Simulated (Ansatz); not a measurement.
# Equation of state of LaGa2

A database entry relaxed whole under r2SCAN (P6/mmm):

```
CELL_PARAMETERS angstrom
4.29323 0.00000 0.00000
-2.14661 3.71804 0.00000
0.00000 0.00000 4.49637
ATOMIC_POSITIONS crystal
La 0.00000 0.00000 0.00000
Ga 0.33333 0.66667 0.50000
Ga 0.66667 0.33333 0.50000
```

The cell was scaled uniformly, its shape held, and the atoms relaxed at each volume with plane-wave PAW DFT (Ansatz 0.2.0; r2SCAN, 500 eV, 9×9×8 Γ-centred mesh, fermi-dirac occupations of width 0.100 eV; no spin, no spin-orbit coupling). One row is withheld.

```tsv
volume (Å³/atom)	energy over the lowest (meV/atom)	pressure (GPa)
22.489	22.2	5.21
22.967	9.5	3.28
23.446	2.3	1.55
23.924	0.0	0.00
24.403	?	?
24.881	8.3	-2.66
25.360	18.0	-3.78
```

Question: Fit the pressures of the other rows to the third-order Birch-Murnaghan form.

Answer: With f = [(V₀/V)^(2/3) − 1]/2 and P = 3B₀f(1 + 2f)^(5/2)[1 + 3(B₀′ − 4)f/2], least squares gives V₀ = 23.92 Å³ an atom, B₀ = 73.6 GPa and B₀′ = 4.3; the rows miss the fit by less than 0.01 GPa. The slope of the energies differs from these pressures by less than 0.05 GPa.

Question: What does the withheld row hold?

Answer: The fit gives -1.40 GPa at 24.403 Å³; the run gave -1.40 GPa and 2.2 meV an atom.

Caveats: the shape of the cell was held, so B₀ is an upper bound where the axes differ in stiffness; 0 K, fixed nuclei; the symmetry was kept, and this need not be the phase that is stable at 0 K; one mesh for all volumes; pressure is positive in compression.
